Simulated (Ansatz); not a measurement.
B, bcc: geometry optimisation

Level of theory: DFT, PBEsol, plane waves (420 eV) with PAW, scalar-relativistic (Ansatz). (PAW data from PBE, frozen cores regenerated.)

k-point mesh 18×18×18, Fermi-Dirac smearing 0.1 eV, no spin polarisation. Cell and atoms relax.

Starting structure:

```yaml
crystal:
  lattice:
    - [-1.17892, 1.17892, 1.17892]
    - [1.17892, -1.17892, 1.17892]
    - [1.17892, 1.17892, -1.17892]
  atoms:
    - { symbol: B, position: [0.00000, 0.00000, 0.00000] }
```

Q: What cell does the relaxation end in?

A: Im-3m with a = 2.298 Å; 6.07 Å³ per atom against 6.55 at the start (-7.4 %).

Q: How much energy does the relaxation gain?

A: 25.2 meV per atom.

Path of the relaxation (the plane waves are chosen anew near the end, which can shift the energy a little):

```json
{"step": "0", "E − E(final) (meV/atom)": "25.18", "V (Å³/atom)": "6.554", "P (GPa)": "-15.39", "max force (eV/Å)": "0.000"}
{"step": "1", "E − E(final) (meV/atom)": "6.44", "V (Å³/atom)": "6.312", "P (GPa)": "-8.57", "max force (eV/Å)": "0.000"}
{"step": "2", "E − E(final) (meV/atom)": "-0.55", "V (Å³/atom)": "6.033", "P (GPa)": "1.61", "max force (eV/Å)": "0.000"}
{"step": "3", "E − E(final) (meV/atom)": "-0.68", "V (Å³/atom)": "6.072", "P (GPa)": "0.01", "max force (eV/Å)": "0.000"}
{"step": "4", "E − E(final) (meV/atom)": "0.01", "V (Å³/atom)": "6.072", "P (GPa)": "-0.13", "max force (eV/Å)": "0.000"}
{"step": "5", "E − E(final) (meV/atom)": "0.00", "V (Å³/atom)": "6.069", "P (GPa)": "0.00", "max force (eV/Å)": "0.000"}
{"step": "6", "E − E(final) (meV/atom)": "0.00", "V (Å³/atom)": "6.069", "P (GPa)": "0.00", "max force (eV/Å)": "0.000"}
```
